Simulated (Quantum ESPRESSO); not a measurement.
pw.x input (Quantum ESPRESSO 7.5; PBEsol, PseudoDojo standard norm-conserving files, scalar-relativistic):

```
&CONTROL
  calculation = 'scf'
  pseudo_dir = './pseudo'
  outdir = './out'
  tprnfor = .true.
  tstress = .true.
/
&SYSTEM
  ibrav = 0
  nat = 4
  ntyp = 2
  ecutwfc = 84.0
  ecutrho = 336.0
  occupations = 'smearing'
  smearing = 'fd'
  degauss = 0.002
  nbnd = 19
/
&ELECTRONS
  conv_thr = 4e-10
/
ATOMIC_SPECIES
O 15.9990 O.upf
Rb 85.4678 Rb.upf
CELL_PARAMETERS angstrom
 -2.078689189000   2.964548542000   3.505150286000
  2.078689189000  -2.964548542000   3.505150286000
  2.078689189000   2.964548542000  -3.505150286000
ATOMIC_POSITIONS crystal
O   0.625954323300   0.000000000000   0.625954323300
O   0.374045676700  -0.000000000000   0.374045676700
Rb   0.257356202300   0.257356202300   0.000000000000
Rb   0.742643797700   0.742643797700   0.000000000000
K_POINTS automatic
8 8 8 0 0 0
```

End of the output:

```

[...]
     the Fermi energy is     6.9905 ev
!    total energy              =    -174.09725456 Ry
     estimated scf accuracy    <          2.3E-10 Ry
     smearing contrib. (-TS)   =      -0.00000000 Ry
     internal energy E=F+TS    =    -174.09725456 Ry
     The total energy is F=E-TS. E is the sum of the following terms:
     one-electron contribution =     -57.94795379 Ry
     hartree contribution      =      43.24585335 Ry
     xc contribution           =     -44.54045442 Ry
     ewald contribution        =    -114.85469970 Ry
     convergence has been achieved in  11 iterations
     Forces acting on atoms (cartesian axes, Ry/au):
     atom    1 type  1   force =     0.00000000   -0.00011630    0.00000000
     atom    2 type  1   force =     0.00000000    0.00011630   -0.00000000
     atom    3 type  2   force =     0.00000000    0.00000000    0.00001179
     atom    4 type  2   force =     0.00000000    0.00000000   -0.00001179
     Total force =     0.000165     Total SCF correction =     0.000023
     SCF correction compared to forces is large: reduce conv_thr to get better values
     Computing stress (Cartesian axis) and pressure
          total   stress  (Ry/bohr**3)                   (kbar)     P=       -0.13
  -0.00000012   0.00000000   0.00000000           -0.02        0.00        0.00
   0.00000000  -0.00000159   0.00000000            0.00       -0.23        0.00
  -0.00000000   0.00000000  -0.00000094           -0.00        0.00       -0.14
```
In a gapped system the printed Fermi energy is only some level inside the gap.

Geometry relaxed with PBEsol.
